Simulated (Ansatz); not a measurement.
## CdF2: a film clamped to a substrate

The calculation used DFT r2SCAN, scalar-relativistic, plane waves, PAW in Ansatz 0.2.0. Settings: plane waves to 500 eV, k-mesh 8×8×8 (Γ-centred), Gaussian smearing 0.05 eV. No spin polarisation. Energies are free energies at this smearing, counted from the undisturbed cell; pressure is positive in compression.

The undisturbed cell (as given, not relaxed at this level; it stands at 0.0 GPa):

```
Cd F
1.0
     0.00000    2.69400    2.69400
     2.69400    0.00000    2.69400
     2.69400    2.69400    0.00000
Cd F
1 2
Direct
  0.00000 0.00000 0.00000
  0.25000 0.25000 0.25000
  0.75000 0.75000 0.75000
```

The cell (3 atoms, V0 = 39.10 Å³) is strained by p along both x and y and by q along z, fractional coordinates fixed. τp = (1/V0) ∂E/∂p = (σxx + σyy)(1 + p)(1 + q) and τq = (1/V0) ∂E/∂q = σzz(1 + p)², with tension positive.

```
     p q  ΔE (meV/atom)  τp (GPa)  τq (GPa)
 0.000   0.000           0.00     -0.06     -0.03
-0.030   0.000          21.06    -17.85     -5.21
 0.030   0.000          17.88     14.19      3.79
 0.000  -0.030           7.38     -4.85     -6.17
 0.000   0.030           6.61      4.06      5.34
```

Q: Get the second derivatives of the energy density.

A: Central differences give A = ∂τp/∂p = 534 GPa (C11 + C22 + 2 C12), C = ∂τq/∂q = 192 GPa (C33) and the cross term B = ∂τq/∂p = 150 GPa (C13 + C23); ∂τp/∂q = 149 GPa must equal B, and any difference shows higher-order terms. Steps this large leave an error of some per cent of A or C in all of these, which can swamp a small B. The ions are clamped. In a cubic crystal C11 = C = 192, C12 = B/2 = 75 GPa and A should be 2(C11 + C12) = 534 GPa; the bulk modulus is (C11 + 2 C12)/3 = 114 GPa.

Q: A film of this crystal grows with z along the normal on a substrate that imposes p. How does its thickness respond, and what does the misfit cost?

A: Count p and q from the stress-free cell. A free surface needs τq = 0, so q = −(B/C) p = -0.78 p. The energy density left is (A − B²/C) p²/2 = M p², with the biaxial modulus M = 208 GPa; a misfit of 1 % costs 1.69 meV/atom, against 2.17 meV/atom if the thickness were held.